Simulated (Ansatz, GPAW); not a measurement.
## InSb3: 3 runs at one level of theory

```
Sb In
1.0
     4.80637    0.00000    0.00000
     0.00000    4.80637    0.00000
     0.00000    0.00000    4.80637
Sb In
3 1
Direct
  0.50000 0.50000 0.00000
  0.00000 0.50000 0.50000
  0.50000 0.00000 0.50000
  0.00000 0.00000 0.00000
```

The cell comes from a database or a generator and needn't be the stable form of this composition.

Alike in all runs: task band structure; functional PBEsol; k mesh 6 × 6 × 6; occupations fermi-dirac, width 0.05 eV; no spin polarisation; no spin-orbit coupling. Pressure is positive in compression and, in plane waves, holds the error of the finite cutoff, which Ansatz's Pulay term estimates and takes out.

| program and potentials | plane-wave cutoff (eV) | notes | pressure (GPa) |
| --- | --- | --- | --- |
| Ansatz, Ansatz PAW | 420 | potentials made for PBE, which Ansatz adapts in part; Pulay term of +0.04 GPa included | -2.68 |
| Ansatz, all-electron LAPW, scalar-relativistic | - | - | -2.67 |
| GPAW, PAW data sets generated for this functional | 600 | - | -2.96 |

The pressure spans -2.96 (GPAW, PAW data sets generated for this functional) to -2.67 GPa (Ansatz, all-electron LAPW, scalar-relativistic), with all-electron results at -2.67.

Differences between rows come from potentials, basis sets and numerical settings, since the functional is the same but for its coding. Runs on potential files found faulty are left out.
